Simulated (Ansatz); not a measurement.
Lattice vibrations of In₆As at Γ

These are results of DFT PBE, scalar-relativistic, plane waves, PAW in Ansatz, not measurements. Plane waves to 420 eV; Γ-centred k mesh 6×6×6; Gaussian smearing of 0.10 eV. No spin polarisation. Phonons by linear response, acoustic sum rule imposed.

Relaxed structure:
```
CELL_PARAMETERS angstrom
3.18686 1.83994 5.43559
-3.18686 1.83994 5.43559
0.00000 -3.67987 5.43559
ATOMIC_POSITIONS crystal
In 0.29661 0.91946 0.51779
In 0.51779 0.29661 0.91946
In 0.08054 0.48221 0.70339
In 0.48221 0.70339 0.08054
In 0.70339 0.08054 0.48221
In 0.91946 0.51779 0.29661
As 0.00000 0.00000 0.00000
```

The cell was found from a structure generator's guess, not taken from experiment. In a metal, frequencies depend on the k mesh and the smearing, soft modes most.

(1) Is this structure stable against zone-centre distortions?

(2) List the optical modes at Γ (i marks imaginary ones).

## Answers

(1) Yes, at Γ: no optical mode is imaginary. Strains and other wave vectors aren't tested by this run.

(2)
```csv
frequency (THz),degeneracy
0.55,2
0.58,2
1.01,1
1.75,2
2.02,2
2.17,1
2.24,1
2.39,1
2.79,2
3.31,1
3.50,1
4.08,2
```
